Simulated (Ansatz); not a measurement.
## All-electron card of KLuS$_{2}$

```xyz
4
Lattice="1.9745 1.1400 7.2903 -1.9745 1.1400 7.2903 0.0000 -2.2800 7.2903" Properties=species:S:1:pos:R:3 pbc="T T T"
K     0.0000    0.0000    0.0000
Lu    0.0000    0.0000   10.9355
S     0.0000    0.0000    5.1110
S     0.0000    0.0000   16.7600
```

Atom numbers follow the list: K1, Lu2, S3, S4.

Conventional cell: a = 3.949 Å, b = 3.949 Å, c = 21.871 Å, α = 90.00°, β = 90.00°, γ = 120.00°. K (atom 1) is surrounded by 6 S at 3.15 Å. Around Lu (atom 2) lie 6 S at 2.71 Å. Around S (atom 3) lie 3 Lu at 2.71 Å.

The geometry is COD entry 2105802, unchecked; take it as a test cell.

Spin–orbit coupling is left out, though it moves levels of the heavy atoms by tenths of an eV or more.

All numbers are computed: DFT, LDA, all-electron LAPW, scalar-relativistic (Ansatz 0.2.0); DFT, LDA, PAW with Ansatz's default frozen-core files, scalar-relativistic (Ansatz 0.2.0).

For LAPW: a Γ-centred 7×7×7 k mesh, Fermi–Dirac smearing of 0.01 eV, basis error target 1 meV/atom, no spin polarisation. PAW takes a cutoff of 420 eV at this cell (files made with PBE, cores remade for this functional). The Ansatz runs share mesh, smearing and spin set-up. Values come from LAPW unless marked.

| Item | Value |
| --- | --- |
| Pressure at this cell | -3.84 GPa |
| Band gap | 2.07 eV, indirect from Γ to F (0.5, 0, 0.5) |
| Largest force | 0.289 eV/Å on S3 |
| Smallest direct gap on the path | 2.91 eV |
| Löwdin charges (with 0.14 e of the cell spilling out of the atomic basis, so their sizes and signs hang on that basis) | K1 0.74, Lu2 0.56, S3 -0.58 e |
| Bader charges (from the PAW run) | K1 +0.76, Lu2 +1.84, S3 -1.30 e |
| Volume per atom | 24.61 Å³ |
